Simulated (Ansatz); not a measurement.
# Surface calculation: bcc Cr (110), 6 layers

The slab is cut from the bcc crystal, the stable phase, as relaxed on PAW files (11.56 Å³/atom), with 16 Å of vacuum and a dipole correction:

```xyz
6
Lattice="2.4668 0.0000 0.0000 -0.8223 2.3257 0.0000 0.0000 0.0000 26.0708" Properties=species:S:1:pos:R:3 pbc="T T T"
Cr    0.4111    0.5814    8.0000
Cr    1.2334    1.7443   10.0142
Cr    0.4111    0.5814   12.0283
Cr    1.2334    1.7443   14.0425
Cr    0.4111    0.5814   16.0566
Cr    1.2334    1.7443   18.0708
```

Computed with Ansatz 0.2.0; functional PBE, scalar-relativistic. Settings: a Γ-centred 14×14×1 k mesh, Fermi–Dirac smearing of 0.05 eV, spin-polarised from start moments Cr1 2, Cr2 2, Cr3 2, Cr4 2, Cr5 2, Cr6 2 μB. Methods: LAPW: all electrons, basis error target 1 meV/atom; PAW: frozen-core files, cutoff 420 eV.

The bulk energy comes from a cell in the slab's orientation on a 14×14×8 mesh. The surface energy is (E(slab) − N·E(bulk))/2A at zero smearing, the mean of both faces; thin slabs carry quantum-size effects.

Antiferromagnetic order, which Cr and Mn prefer near zero pressure, wasn't tried. The start moments died away, and the runs ended non-magnetic.

Task: As cut, the LAPW slab lies 2.361 eV above 6 atoms of bulk. What surface energy is that?

Result: Over two faces of 5.74 Å² it is 205.8 meV/Å², and times 16.02 J/m² per eV/Å² that gives γ = 3.297 J/m².

```tsv
method	γ as cut (J/m²)	γ relaxed (J/m²)	Φ as cut (eV)	Φ relaxed (eV)
LAPW	3.297	?	4.92	?
```

Task: What belongs in the row "LAPW", column "Φ relaxed (eV)"?

Result: 4.79.

Task: Fill in "γ relaxed (J/m²)" for the row "LAPW".

Result: 3.228.

Task: How do the spacings between the planes relax?

Result: From the bottom face up: d12 -4.5 % of 2.014 Å, d23 +0.6 % of 2.014 Å, d34 0.0 % of 2.014 Å, d45 +0.6 % of 2.014 Å, d56 -4.5 % of 2.014 Å.

Task: What changes if the images along the normal are cut off in place of the dipole correction?

Result: LAPW then gives: no gap, work function 4.79 eV; PAW: no gap, work function 4.79 eV.
